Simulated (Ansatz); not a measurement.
**Rb$_{2}$BS$_{2}$ in Ansatz, relaxation**

input.yaml:

```yaml
crystal:
  lattice:
    - [0.0, 0.0, 6.113949]
    - [6.91425, 0.0, 0.0]
    - [3.457125, 6.381039, -3.056974]
  atoms:
    - { symbol: S, position: [0.8996, 0.2877, 0.7992] }
    - { symbol: S, position: [0.1004, 0.7123, 0.2008] }
    - { symbol: S, position: [0.6004, 0.0869, 0.2008] }
    - { symbol: S, position: [0.3996, 0.9131, 0.7992] }
    - { symbol: Rb, position: [0.14885, 0.19605, 0.2977] }
    - { symbol: Rb, position: [0.85115, 0.80395, 0.7023] }
    - { symbol: Rb, position: [0.35115, 0.49375, 0.7023] }
    - { symbol: Rb, position: [0.64885, 0.50625, 0.2977] }
    - { symbol: B, position: [0.25, 0.0, 0.0] }
    - { symbol: B, position: [0.75, 0.0, 0.0] }
  symmetry: { tolerance: 0.0003 }
kpoints:
  mp_grid: { grid: [4, 4, 4], shift: [0, 0, 0] }
magnetization:
  spin_polarized: false
scf:
  occupations: { method: fermi_dirac }
  lower_state_search: "off"
hamiltonian:
  pseudopotentials: { kind: paw }
  xc: pbe
basis:
  ecutwfc: 420
  fft_grid_basis: typed
relax:
  max_steps: 60
output:
  forces: true
  stress: true
  eigenvalues: true
  bader: true
  populations: true
  elf: true
  write_potential: true
  volumetric_format: npy
  dos:
    e_range: [-12, 8]
    de: 0.05
    projected: { site_lists: { B: [B], Rb: [Rb], S: [S] } }
checkpoint:
  read: saved_state
```

Run with:

```bash
ansatz run input.yaml --threads 2 --pin off --max-ram 3584MiB --backend cpu --events-out ev --progress --plain --runs-dir out
```

Origin of the cell: a known structure type with other elements, at an estimated volume, so it need not be a known compound.

The smearing width isn't typed, so it takes its default of 0.1 eV.

The saved state is a converged single point of the same cell.

Output (shortened):

```
Warning: output.stress: scf.convergence.dr2_threshold = 1e-7 eV (the SCF's general default) is looser than the 1e-9 eV advised for a printed stress (1e-10 eV for each atom of the cell: 10). W […]
Pseudopotentials: kind: paw
Pseudopotential: S, paw, valence charge 6, recommended cutoff 420 eV (normal), S.paw.azcp
Pseudopotential: Rb, paw, valence charge 9, recommended cutoff 420 eV (normal), Rb.paw.azcp
Pseudopotential: B, paw, valence charge 3, recommended cutoff 420 eV (normal), B.paw.azcp
Functional definition: PBE
  exchange = pbe_x(kappa = kappa, mu = beta*pi^2/3)
  correlation = pbe_c(beta = beta)
Crystal: 10 atoms, lattice volume = 269.748 Å³
Basis set: ecut = 420 eV, 5289 PW (Γ), exchange–correlation on 90×96×108 points (8 copies of the dense FFT grid, shifted against one another)
Bands: 43, of which v1, the nominal top of the filled ones, is band 33 counted from 1 (32 counted from 0)
[… 10 lines left out …]
Initial density: read from a saved state, or passed on in memory by an earlier SCF of this step, an earlier step, the calling program or the single point that the run made first
Functional: x = pbe(κ = 0.804, μ = 0.219515), c = pbe(β = 0.066725)
SCF iter   1: F=—  HF=-16991.761777 eV  Δρ=5.54e-4  dr2=1.52e-3
SCF iter   2: F=—  HF=-16991.761848 eV  Δρ=2.12e-4  dr2=1.71e-4
SCF iter   3: F=—  HF=-16991.761818 eV  Δρ=1.26e-4  dr2=9.58e-5
SCF iter   4: F=—  HF=-16991.761662 eV  Δρ=3.66e-5  dr2=5.14e-6
SCF iter   5: F=—  HF=-16991.761662 eV  Δρ=1.05e-5  dr2=4.68e-7
SCF iter   6: F=-16991.761662 eV  HF=-16991.761662 eV  Δρ=3.24e-6  dr2=3.26e-8
relax step   1: F+E_penalty+E_count = -16991.761662 eV  Δ(F+E_penalty+E_count) = +0.000e0 eV  max|allowed force component| = 1.364e0 eV/Å  Δτ_max = 0.0000 Å  (6 SCF iters, accepted)
relax step   2: F+E_penalty+E_count = -16992.907799 eV  Δ(F+E_penalty+E_count) = -1.146e0 eV  max|allowed force component| = 7.217e-1 eV/Å  Δτ_max = 0.1975 Å  (5 SCF iters, dr2 threshold 1.00e-4 eV, accepted)
relax step   3: F+E_penalty+E_count = -16993.151422 eV  Δ(F+E_penalty+E_count) = -2.436e-1 eV  max|allowed force component| = 3.837e-1 eV/Å  Δτ_max = 0.0922 Å  (5 SCF iters, dr2 threshold 3.26e-5 eV, accepted)
relax step   4: F+E_penalty+E_count = -16993.221208 eV  Δ(F+E_penalty+E_count) = -6.979e-2 eV  max|allowed force component| = 4.798e-2 eV/Å  Δτ_max = 0.0730 Å  (5 SCF iters, dr2 threshold 4.12e-5 eV, accepted)
relax step   5: F+E_penalty+E_count = -16993.224485 eV  Δ(F+E_penalty+E_count) = -3.278e-3 eV  max|allowed force component| = 1.282e-2 eV/Å  Δτ_max = 0.0220 Å  (7 SCF iters, dr2 threshold 1.44e-7 eV, accepted)
relax step   6: F+E_penalty+E_count = -16993.224612 eV  Δ(F+E_penalty+E_count) = -1.271e-4 eV  max|allowed force component| = 1.141e-2 eV/Å  Δτ_max = 0.0126 Å  (7 SCF iters, accepted)
relax step   7: F+E_penalty+E_count = -16993.224754 eV  Δ(F+E_penalty+E_count) = -1.415e-4 eV  max|allowed force component| = 1.099e-3 eV/Å  Δτ_max = 0.0042 Å  (6 SCF iters, accepted)
SCF 7 converged in 6 iterations: F = -16993.224754 eV  dr2 = 3.28e-8
SCF converged after 6 iterations
Free energy (F): -16993.224754 eV
Harris-Foulkes:  -16993.224754 eV  (|F-HF|=1.40e-8)
Internal energy: -16993.087064 eV  (E = F + TS)
E sigma→0 (E₀):  -16993.155909 eV
Entropy (-TS):   -0.137690 eV (-13.769 meV/atom)
Fermi energy:    7.359142 eV
--- Per-component energies (eV) ---
  E_band       = -316.763050
  E_kinetic    = 1281.589262
  E_local      = -2768.303905  (includes V_loc(G=0)·N_el)
  E_nonlocal   = 832.307667
  E_hartree    = 740.498353
  E_xc         = -972.836555
  E_vxc        = -971.009846  (∫ρ·V_xc dr)
  E_paw        = -13029.635456  (= ΣΔE_a)
  E_vpaw       = -172.342060  (= ΣTr[D̂ρ^β])
  E_aug_tail   = 0.000000  (compensation charges beyond the density's cutoff)
  E_ewald      = -3076.706430
  E_smearing   = -0.137690  (= −TS)
  Σ components = -16993.224754   (vs F -16993.224754, Δ=0.00e0)
--- Forces (eV/Å), atoms counted from 1 ---
  atom   1  S      0.001099     0.000718     0.000000
  atom   2  S     -0.001099    -0.000718    -0.000000
  atom   3  S      0.001099    -0.000718    -0.000000
  atom   4  S     -0.001099     0.000718     0.000000
  atom   5  Rb     0.000497    -0.000354    -0.000000
  atom   6  Rb    -0.000497     0.000354     0.000000
  atom   7  Rb     0.000497     0.000354     0.000000
  atom   8  Rb    -0.000497    -0.000354    -0.000000
  atom   9  B      0.000000    -0.000000     0.000000
  atom  10  B      0.000000     0.000000    -0.000000
  max |Σ_I F_I| component: 3.25e-19 eV/Å
--- Stress (GPa, compression-positive) ---
        1.026835       0.000000       0.000000
        0.000000       1.572915       0.000000
        0.000000       0.000000      -6.973740
  P = ⅓ Tr σ = -1.4580 GPa (-14.580 kbar)
--- Relaxed structure (7 steps of the walk, 7 accepted, 0 SCFs on fresh bases) ---
  F+E_penalty+E_count = -16993.224754 eV   max|allowed force component| = 1.099e-3 eV/Å
  atoms:
    - { symbol: S, position: [0.915629, 0.230069, 0.831259] }
    - { symbol: S, position: [0.084371, 0.769931, 0.168741] }
    - { symbol: S, position: [0.584371, 0.061328, 0.168741] }
    - { symbol: S, position: [0.415629, 0.938672, 0.831259] }
    - { symbol: Rb, position: [0.149522, 0.185348, 0.299043] }
    - { symbol: Rb, position: [0.850478, 0.814652, 0.700957] }
    - { symbol: Rb, position: [0.350478, 0.484391, 0.700957] }
    - { symbol: Rb, position: [0.649522, 0.515609, 0.299043] }
    - { symbol: B, position: [0.250000, 2.283e-19, 4.213e-19] }
    - { symbol: B, position: [0.75, 2.283e-19, 4.213e-19] }
--- Löwdin populations: 10 sites ---
  site symbol       q [e]
     0      S      6.3213
     1      S      6.3213
     2      S      6.3213
     3      S      6.3213
     4     Rb      8.3518
     5     Rb      8.3518
     6     Rb      8.3518
     7     Rb      8.3518
     8      B      3.3682
     9      B      3.3682
  spilling = 0.008654 (of n_electrons = 66.000000)
--- Bader charges: 10 sites ---
  site symbol  charge [e]  shift [e]
     0      S     -0.9915     0.0020
     1      S     -0.9915     0.0020
     2      S     -0.9914     0.0020
     3      S     -0.9915     0.0020
     4     Rb      0.6809     0.0000
     5     Rb      0.6809     0.0000
     6     Rb      0.6809     0.0000
     7     Rb      0.6809     0.0000
     8      B      0.6210     0.0039
     9      B      0.6211     0.0039
  estimated error of the sums over rays = 3.2e-4 e
```

The starting structure.

Space group Ibam (No. 72); the run's cell has a = 6.114 Å, b = 6.914 Å, c = 7.875 Å, α = 63.96°, β = 112.84°, γ = 90.00°. Shortest distances: B–S 2.38 Å, B–B 3.06 Å, Rb–S 3.21 Å, B–Rb 3.41 Å.

The relaxed structure.

Space group Ibam (No. 72); the run's cell has a = 6.114 Å, b = 6.914 Å, c = 7.875 Å, α = 63.96°, β = 112.84°, γ = 90.00°. Shortest distances: B–S 2.12 Å, S–S 2.95 Å, B–B 3.06 Å, Rb–S 3.26 Å, B–Rb 3.37 Å.

```yaml
Free_energy_lowered_by: 146.3 meV/atom
Final_pressure: -1.46 GPa
Relaxation_steps_listed: 7
Gap_on_the_mesh: none (metal)
```

Caveats: the SCF threshold is looser than advised for a stress; the relaxation held the start's symmetry, so the end may be a saddle point.

The run took 96 s on 2 threads of Arm Neoverse V1, on a shared host, peak memory 0.61 GiB, from a saved density.
